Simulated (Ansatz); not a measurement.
TiAl$_{2}$:
```
TiAl2
1.0
    1.95003    -6.02684     0.00000
    1.95003     6.02684     0.00000
    0.00000     0.00000     3.97236
Ti Al
2 4
Direct
  0.84374   0.15626   0.00000
  0.15626   0.84374   0.00000
  0.50000   0.50000   0.00000
  0.00000   0.00000   0.50000
  0.67286   0.32714   0.50000
  0.32714   0.67286   0.50000
```

Relaxed with PBEsol.

Which orbitals make up the states near the Fermi level in PBEsol in the plane-wave PAW code Ansatz?

Within 0.5 eV of the Fermi level: Ti 3d 70 %, Al 3p 21 %. Projections are on Löwdin-orthogonalised atomic valence shells; empty p or d shells of many metals are not among them.

Tabulate the density of states.

States/eV per cell of 6 atoms, in 0.25 eV bins, energy from the Fermi level.

```csv
E (eV),total,Ti 3d,Al 3p,Al 3s
-7.85,1.15,0.04,0.52,0.43
-7.60,0.97,0.04,0.45,0.36
-7.35,0.88,0.04,0.40,0.32
-7.10,1.05,0.06,0.48,0.37
-6.85,1.40,0.08,0.65,0.48
-6.60,1.43,0.10,0.67,0.48
-6.35,1.37,0.10,0.65,0.47
-6.10,1.44,0.12,0.67,0.49
-5.85,1.50,0.15,0.70,0.52
-5.60,1.70,0.19,0.78,0.60
-5.35,1.75,0.23,0.78,0.62
-5.10,1.62,0.25,0.69,0.59
-4.85,1.82,0.31,0.77,0.64
-4.60,1.68,0.29,0.75,0.53
-4.35,1.58,0.29,0.73,0.45
-4.10,1.74,0.33,0.87,0.40
-3.85,2.03,0.40,1.08,0.38
-3.60,1.89,0.37,1.05,0.32
-3.35,2.22,0.47,1.25,0.34
-3.10,2.50,0.57,1.43,0.33
-2.85,2.59,0.64,1.51,0.29
-2.60,3.12,0.81,1.88,0.27
-2.35,3.31,0.98,1.95,0.23
-2.10,4.18,1.59,2.20,0.22
-1.85,4.50,1.96,2.10,0.26
-1.60,4.56,2.22,1.90,0.24
-1.35,3.38,1.82,1.25,0.15
-1.10,4.13,2.40,1.42,0.17
-0.85,3.24,2.00,1.00,0.12
-0.60,3.43,2.21,0.95,0.13
-0.35,3.62,2.43,0.89,0.13
-0.10,2.80,2.01,0.56,0.10
0.15,2.35,1.70,0.43,0.09
0.40,3.00,2.13,0.56,0.11
0.65,4.02,2.93,0.69,0.13
0.90,4.53,3.33,0.75,0.14
1.15,6.12,4.55,0.94,0.19
1.40,6.90,5.19,0.94,0.21
1.65,8.19,6.27,1.11,0.22
1.90,6.57,4.98,0.90,0.19
2.15,3.30,2.06,0.68,0.15
2.40,1.97,0.98,0.49,0.17
2.65,2.40,0.95,0.52,0.27
2.90,3.03,1.21,0.60,0.53
3.15,3.88,1.67,0.89,0.80
3.40,5.11,2.33,1.21,1.08
3.65,4.77,1.92,1.15,1.17
3.90,4.11,1.42,1.10,1.03
4.15,3.77,1.16,1.02,1.01
4.40,2.54,0.64,0.81,0.63
4.65,2.98,0.70,1.02,0.75
```

Space group Cmmm. The workflow started from a Materials Project entry (that database holds measured and hypothetical structures alike); the Crystallography Open Database files this formula in space group No. 65, but the cells were not matched. Whether it is the stable phase at ambient conditions was not checked. The cell was relaxed with PBEsol under the symmetry of its start; whether a distortion lowers the energy is not shown. No spin polarisation was allowed.

Potentials: the later of the program's two PAW sets.
